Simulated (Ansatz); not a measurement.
BN (wurtzite)

```
CELL_PARAMETERS angstrom
      5.10816     0.00000     0.00000
     -1.27704     2.21190     0.00000
      0.00000     0.00000     4.22393
ATOMIC_POSITIONS crystal
  B  0.33333 0.33333 0.99992
  B  0.83333 0.33333 0.99992
  B  0.16667 0.66667 0.49992
  B  0.66667 0.66667 0.49992
  N  0.33333 0.33333 0.62528
  N  0.83333 0.33333 0.62528
  N  0.16667 0.66667 0.12528
  N  0.66667 0.66667 0.12528
```

A phonon eigenvector at M = (0.5, 0.0, 0.0) is frozen into this cell: atom i moves by Q times the vector below, so Q is the largest atomic displacement, in Å. The cell is held. (q is in reciprocal vectors of the primitive cell; the cell shown is doubled to hold the pattern.)

```
atom       x       y       z
----  ------  ------  ------
B1    -0.866  -0.500  -0.006
B2     0.866   0.500   0.006
B3     0.866   0.500  -0.006
B4    -0.866  -0.500   0.006
N5     0.305   0.176  -0.023
N6    -0.305  -0.176   0.023
N7    -0.305  -0.176  -0.023
N8     0.305   0.176   0.023
```

All values below come from PBE (plane waves to 420 eV, PAW, scalar-relativistic; Ansatz, an electronic-structure program). k mesh 15×15×8 (Γ-centred), Fermi-Dirac smearing 0.05 eV. E stands for the smeared free energy. BN was relaxed with its symmetry unable to fall. The PAW data are Ansatz's earlier set. The zero of ΔE is the undisplaced structure.

| Q (Å) | ΔE (meV/cell) |
|---|---|
| -0.180 | 3622 |
| -0.150 | withheld |
| -0.120 | 1568 |
| -0.090 | 874 |
| -0.060 | 386 |
| -0.030 | 96 |
| 0.000 | 0 |
| 0.030 | 96 |
| 0.060 | 386 |
| 0.090 | 874 |
| 0.120 | 1568 |
| 0.150 | withheld |
| 0.180 | 3622 |

Fit an even polynomial form (powers 2, 4) to the given rows and predict ΔE at Q = -0.150.

Least squares on the 11 given rows: ΔE = (106600)·Q² + (160500)·Q⁴, in meV/cell with Q in Å; root-mean-square residual 0.2 meV/cell. At -0.150 the fit gives 2480 meV/cell; the calculation gives 2479 meV/cell, so the interpolation is off by 1 (+0.0 %). The quadratic term alone would give 2398 meV/cell.

(A displaced cell: forces are minus the slopes of the energy, force constants its curvatures, and phonons follow from these.)
